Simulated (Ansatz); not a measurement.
One crystal and one scan (energy against volume) at two levels, PBE (plane waves to 420 eV, PAW, scalar-relativistic; Ansatz, an electronic-structure program) and r2SCAN (plane waves to 500 eV, PAW, scalar-relativistic; Ansatz), each from its own relaxed cell and on its own mesh. The cell shown is that of PBE.

HfO2 (fluorite)

```
CELL_PARAMETERS angstrom
      0.00000     2.54906     2.54906
      2.54906     0.00000     2.54906
      2.54906     2.54906     0.00000
ATOMIC_POSITIONS crystal
  Hf 0.00000 0.00000 0.00000
  O  0.25000 0.25000 0.25000
  O  0.75000 0.75000 0.75000
```

E(V) scan at fixed shape, V₀ the volume above. Symmetry pins the atoms to their sites.

Energies are smeared free energies. HfO2 is run without spin polarisation. HfO2 was relaxed with its symmetry unable to fall. Spin-orbit coupling is left out, though Hf is heavy. The PAW data are Ansatz's earlier set. This is a high-temperature form of HfO2. Percentages come from the unrounded values. Both scans cover V/V₀ from 0.900 to 1.100.

| quantity | PBE | r2SCAN | PBE − r2SCAN |
|---|---|---|---|
| Lattice constant a (Å) | 5.098 | 5.059 | +0.039 (+0.8 %) |
| Pressure at the smallest volume (GPa) | 32.4 | 35.5 | -3.1 (-8.9 %) |
| Energy cost of the largest compression (meV/atom) | 101.8 | 109.3 | -7.5 (-6.9 %) |
| Energy cost of the largest expansion (meV/atom) | 71.8 | 77.3 | -5.5 (-7.2 %) |
| Bulk modulus B₀ (third-order Birch-Murnaghan fit) (GPa) | 245.9 | 270.8 | -24.9 (-9.2 %) |
| Pressure derivative B₀′ (fit) | 4.2 | 4.2 | 0.0 |
| Pressure for 5 % compression (fit) (GPa) | 14.1 | 15.5 | -1.4 (-9 %) |

PBE gives the higher value for: lattice constant a. PBE gives the lower value for: pressure at the smallest volume; energy cost of the largest compression; energy cost of the largest expansion; bulk modulus B₀; pressure for 5 % compression. They agree on: pressure derivative B₀′ (within 1.5 %).

ΔE (meV/atom), each from the relaxed starting cell of its own level:

```
V/V₀     PBE  r2SCAN
-----  -----  ------
0.900  101.8   109.3
0.925   54.6    58.7
0.950   23.2    24.9
0.975    5.6     6.0
1.000    0.0     0.0
1.025    5.1     5.5
1.050   19.5    21.0
1.075   42.0    45.3
1.100   71.8    77.3
```

(A scan under strain: stresses follow from slopes of the energy per volume, elastic moduli from its curvatures.)
